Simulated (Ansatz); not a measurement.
ZrAg:
```xyz
4
Lattice="1.4376 -5.7022 0.0000 1.4376 5.7022 0.0000 0.0000 0.0000 4.6959" Properties=species:S:1:pos:R:3 pbc="T T T"
Zr     1.4376    -1.8619     1.1740
Ag     1.4376    -4.9049     1.1740
Zr     1.4376     1.8619     3.5219
Ag     1.4376     4.9049     3.5219
```

Relaxed with PBEsol. Special points in fractions of this cell's reciprocal vectors: Γ (0.000, 0.000, 0.000); Y (-0.500, 0.500, 0.000); C0 (-0.266, 0.734, 0.000); Σ0 (0.266, 0.266, 0.000); Z (0.000, 0.000, 0.500); A0 (0.266, 0.266, 0.500); E0 (-0.266, 0.734, 0.500); T (-0.500, 0.500, 0.500); S (0.000, 0.500, 0.000); R (0.000, 0.500, 0.500).

**Question.** List the band energies nearest the Fermi level at these points for PBEsol with spin–orbit coupling (plane waves, PAW; program Ansatz).

**Answer.** In eV from the Fermi level; about four levels below and three above (degenerate sets whole), none deeper than 8.9 eV; points with the same levels are listed once.

```csv
k,below,above
Γ,-0.70 -0.70 -0.33 -0.33,0.98 0.98 2.38 2.38
Y,-0.44 -0.44 -0.28 -0.28,1.58 1.58 3.70 3.70
C0,-0.46 -0.46 -0.23 -0.23,0.73 0.73 1.12 1.12
Z,-0.07 -0.07 -0.07 -0.07,0.58 0.58 0.58 0.58
A0,-1.31 -1.31 -1.28 -1.28,0.17 0.17 0.17 0.17
T,-0.53 -0.53 -0.53 -0.53,0.98 0.98 0.98 0.98
S,-0.21 -0.21 -0.09 -0.09,0.46 0.46 0.96 0.96
R,-1.16 -1.16 -1.16 -1.16,0.11 0.11 0.11 0.11
```

Space group Cmcm. The start of the workflow was typed in or built on a structure type; neither database checked (COD, Materials Project) lists it. COD files the formula under space group No. 129. Its standing as an ambient phase is unchecked. Symmetry was held in the PBEsol relaxation; whether a distortion lowers the energy is not shown. The run is not spin-polarised.

Potentials: the later of the program's two PAW sets.
